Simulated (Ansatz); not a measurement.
Al2Cu:
```
CELL_PARAMETERS angstrom
      4.08845     0.00000     0.00000
      0.00000     4.08845     0.00000
      0.00000     0.00000     2.85142
ATOMIC_POSITIONS crystal
  Al 0.50000 0.00000 0.50000
  Al 0.00000 0.50000 0.50000
  Cu 0.00000 0.00000 0.00000
```

Relaxed with r²SCAN.

Question: Give the Bader charges and basin volumes of the independent atoms, plane-wave PAW r²SCAN (Ansatz code).

Answer: 

```csv
atom,Bader charge (e),Bader volume (Å³)
Al1,+1.19,12.1
Cu3,-2.37,23.6
```

Space group P4/mmm. The workflow started from a Materials Project entry (that database holds measured and hypothetical structures alike); the Crystallography Open Database copy checked does not list it. It is not the phase usual at ambient conditions (space group No. 140). The r²SCAN relaxation kept the symmetry of its start; whether a distortion lowers the energy is not shown. The run is not spin-polarised.

Potentials: the later of the program's two PAW sets.
